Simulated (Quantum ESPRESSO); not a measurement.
# Strain and stress in Ge6AsAl

These are calculations, not measurements. They come from pw.x of Quantum ESPRESSO 7.5, a plane-wave density functional program, with PseudoDojo standard norm-conserving files (v0.5 for PBE, v0.4.1 for LDA and PBEsol). The cells are made up: elements, strain and atom displacements were drawn at random, and nothing was relaxed. There is no spin polarisation, spin-orbit coupling or dispersion term.

The cell has 8 sites of a zincblende or diamond lattice. Sites 1 to 4 hold Ge Ge As Ge; sites 5 to 8 hold Al Ge Ge Ge. Cell vectors in Å: (5.608, 0.000, 0.000); (0.000, 5.608, 0.000); (0.000, 0.000, 5.622). Settings: PBE, cutoff 1143 eV, 6 x 6 x 6 k mesh shifted by half a step, Fermi-Dirac smearing of 0.1 eV.

Each run adds a strain along z to one cell, with the atoms carried along; the vectors above are those of run 3. Stress is positive in tension and P is minus a third of its trace. E is the free energy for each atom above the lowest run shown.

| run | strain (%) | s_xx (GPa) | s_yy (GPa) | s_zz (GPa) | s_xy (GPa) | P (GPa) | E (meV/atom) |
| --- | --- | --- | --- | --- | --- | --- | --- |
| 1 | -1.52 | -8.33 | -8.33 | -8.62 | -1.01 | 8.43 | 33.32 |
| 2 | -1.02 | -7.96 | -7.96 | -7.97 | -1.00 | 7.97 | 27.62 |
| 3 | 0.25 | -7.07 | -7.07 | -6.36 | -0.99 | 6.84 | 15.09 |
| 5 | 1.18 | -6.47 | -6.47 | -5.21 | -0.97 | 6.05 | 7.67 |
| 6 | 2.12 | -5.90 | -5.89 | -4.08 | -0.96 | 5.29 | 1.66 |
| 7 | 2.43 | -5.72 | -5.71 | -3.71 | -0.95 | 5.05 | 0.00 |
| 4 | 0.54 | ? | ? | ? | ? | ? | ? |

A rerun of one of these cells at 1437 eV and k mesh 8 x 8 x 8 moved values by no more than 0.003 eV in the cell's energy, 0.02 GPa in stress and 0.006 eV/Å in force.

## Worked fit

A parabola through the six runs shown gives s_zz = -6.67 + 1.26 e - 0.016 e² GPa, with e in per cent and a scatter of 0.01 GPa. The slope is a stiffness of 126 ± 1 GPa for each unit of this strain at e = 0. The atoms are clamped, and relaxing them would in general lower it. The error is the larger of the fit's own and the change that a cubic makes, rounded up.

## Withheld run

Question: what s_zz should run 4 give?

The fit gives -5.99 GPa. The calculation gave -6.00 GPa.

```
run,strain (%),s_xx (GPa),s_yy (GPa),s_zz (GPa),s_xy (GPa),P (GPa),E (meV/atom)
4,0.54,-6.88,-6.88,-6.00,-0.98,6.59,12.61
```